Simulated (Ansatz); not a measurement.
## Computed properties of Ga4Sb3P (ordering on wurtzite)

All numbers come from the PAW code Ansatz. The cell comes from a prototype generator: it can be a known phase or a hypothetical one. Spin polarisation is off.

An ordered 8-atom cell of Ga4Sb3P on the wurtzite lattice (Pm), relaxed with r2SCAN. Space group Pm (No. 6), monoclinic; conventional cell a = 6.925 Å, b = 4.205 Å, c = 7.282 Å, β = 90.1°, 26.50 Å³ an atom. P has 4 Ga at 2.39–2.48 Å; Sb has 4 Ga at 2.63–2.70 Å; Sb has 4 Ga at 2.60–2.68 Å; Sb has 4 Ga at 2.60–2.65 Å; Ga has 1 P at 2.39 Å and 3 Sb at 2.62 Å; Ga has 4 Sb at 2.60–2.63 Å; Ga has 2 P at 2.48 Å and 2 Sb at 2.68–2.70 Å; Ga has 1 P at 2.40 Å and 3 Sb at 2.65 Å.

```cif
data_structure
_symmetry_space_group_name_H-M 'Pm'
_symmetry_Int_Tables_number 6
_cell_length_a 6.9247
_cell_length_b 4.2046
_cell_length_c 7.2824
_cell_angle_alpha 90.000
_cell_angle_beta 90.058
_cell_angle_gamma 90.000
_cell_volume 212.03
loop_
_atom_site_label
_atom_site_type_symbol
_atom_site_symmetry_multiplicity
_atom_site_Wyckoff_symbol
_atom_site_fract_x
_atom_site_fract_y
_atom_site_fract_z
_atom_site_occupancy
P1 P 1 a 0.99741 0.00000 0.33160 1
Sb1 Sb 1 b 0.00350 0.50000 0.83354 1
Sb2 Sb 1 b 0.49749 0.50000 0.17625 1
Sb3 Sb 1 a 0.50434 0.00000 0.65930 1
Ga1 Ga 1 a 0.34296 0.00000 0.33413 1
Ga2 Ga 1 b 0.38386 0.50000 0.83549 1
Ga3 Ga 1 b 0.88429 0.50000 0.18652 1
Ga4 Ga 1 a 0.88616 0.00000 0.64316 1
```

Gaps on the r2SCAN cell, each the least over its mesh and the special points:
```tsv
level	k mesh	gap (eV)	kind	edges	least direct gap (eV)
PBE	4×6×4	none (overlap 0.03)	–	–	–
r2SCAN	4×6×4	0.04	indirect	B–Γ (0.80) → Γ	0.11
HSE06	2×4×2	0.20	direct	Γ	0.20
```
All runs use a smearing of 0.02 eV.
Wave cutoffs: 420 eV, 500 eV (r2SCAN).
Points off the special ones are mesh points or PBE's searched band edges, reused at the other levels.

With HSE06 the gap is 0.20 eV and direct, at Γ. With r2SCAN, at Γ the top three valence levels group as 1+1+1 from the top, spread over 423 meV.

The levels disagree on the kind of gap: direct with HSE06; indirect with r2SCAN; no gap with PBE.

Spin-orbit coupling is left out, which matters wherever the heavy atoms make up the band edges.

Gaps or overlaps of about a tenth of an eV are at the limit of these meshes: between the points read a gap can be smaller or closed.

The meshes of the hybrids are coarse, so their gaps aren't converged to the digits shown.

The splittings at Γ are without spin-orbit coupling, which regroups them where it is of like size or larger.
